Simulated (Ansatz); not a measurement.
Relaxed-ion elastic tensor of SrVO$_{3}$ (cubic perovskite, space group No. 221) in GPa (Voigt order), plane-wave PAW r²SCAN (Ansatz code); density 5.47 g/cm³, 11.33 Å³ per atom.

```csv
,1,2,3,4,5,6
1,322,132,132,0.0,0.0,0.0
2,132,322,132,0.0,0.0,0.0
3,132,132,322,0.0,0.0,0.0
4,0.0,0.0,0.0,126,0.0,0.0
5,0.0,0.0,0.0,0.0,126,0.0
6,0.0,0.0,0.0,0.0,0.0,126
```

Problem. Is the crystal mechanically stable?

Solution. Yes: the smallest eigenvalue of C is 126 GPa.

Problem. Work out the Voigt, Reuss and Hill averages.

Solution. K_V = 195, K_R = 195, K_H = 195; G_V = 114, G_R = 111, G_H = 113 GPa.

Problem. Give Young's modulus, Poisson's ratio, Pugh's ratio and the universal anisotropy index.

Solution. E = 9KG/(3K + G) = 283 GPa; ν = 0.26; K/G = 1.74 (near the Pugh limit of 1.75, no verdict); A_U = 5G_V/G_R + K_V/K_R − 6 = 0.10.

Problem. Estimate the sound speeds and the Debye temperature.

Solution. v_l = √((K + 4G/3)/ρ) = 7950 m/s, v_t = √(G/ρ) = 4540 m/s, mean 5040 m/s; Θ = (h/k)(3n/4πV)^(1/3) v_m = 668 K.

Problem. Give the Zener ratio and Young's modulus along [100], [110] and [111].

Solution. A = 2C44/(C11 − C12) = 1.33; 1/E = S11 − 2(S11 − S12 − S44/2)Γ with Γ = 0, 1/4, 1/3 gives 245, 292, 312 GPa.

Space group Pm-3m (cubic perovskite). The r²SCAN relaxation kept the symmetry of its start. Magnetic state: ferromagnetic, chosen from 5 collinear starts compared on coarse meshes (ties went to the first, and starts can fall back to one state), not a proven ground state. Other orbital occupations within this spin state were not tried. No Hubbard U is applied. The compound may be a true metal, but semilocal functionals without U, or a wrong spin order, can also close a gap. As this level gives no gap, shear constants depend on the k-mesh and smearing (Fermi–Dirac, 0.1 eV here).

Potentials: the later of the program's two PAW sets.
